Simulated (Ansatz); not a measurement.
ZrIr:
```
ZrIr
1.0
    3.05722     0.00000     0.00000
    0.00000     3.05722     0.00000
    0.00000     0.00000     3.62241
Zr Ir
1 1
Cartesian
  1.52861   1.52861   1.81120
  0.00000   0.00000   0.00000
```

Relaxed with LDA. Special points in fractions of this cell's reciprocal vectors: Γ (0.000, 0.000, 0.000); X (0.000, 0.500, 0.000); M (0.500, 0.500, 0.000); Z (0.000, 0.000, 0.500); R (0.000, 0.500, 0.500); A (0.500, 0.500, 0.500).

Task: List the band energies nearest the Fermi level at these points for DFT-LDA in the program Ansatz with PAW potentials.

Result: In eV from the Fermi level; about four levels below and three above (degenerate sets whole), none deeper than 8.9 eV; points with the same levels are listed once.

| k | below | above |
|---|---|---|
| Γ | -5.57 -2.61 -2.61 -1.48 | 0.32 2.20 4.96 |
| X | -2.35 -1.71 -1.15 -0.61 | 1.03 1.31 3.23 |
| M | -6.06 -5.68 -4.86 -4.86 | 0.03 1.03 1.86 1.86 |
| Z | -2.04 -2.04 -1.78 -1.43 -1.14 | 1.73 1.73 3.15 |
| R | -5.36 -3.37 -3.22 -1.90 | 0.33 0.54 1.04 |
| A | -3.00 -2.14 -2.14 -1.21 | 0.06 4.02 4.12 |

Space group P4/mmm (L1₀ or tetragonal B2). The first step of the workflow began from a Materials Project structure, measured or hypothetical; the Crystallography Open Database copy checked does not list it. COD files the formula under space group No. 221, so this cell is another polymorph or a model. With Zr and Ir taken as one species the cell has the higher symmetry I4/mmm, so it may be an ordered model of a mixed-site phase. Whether it is the stable phase at ambient conditions was not checked. Symmetry was held in the LDA relaxation; of distortions, only those at the zone centre were tested. The run is not spin-polarised. Spin–orbit coupling is left out wherever it is not named.

Potentials: the later of the program's two PAW sets.
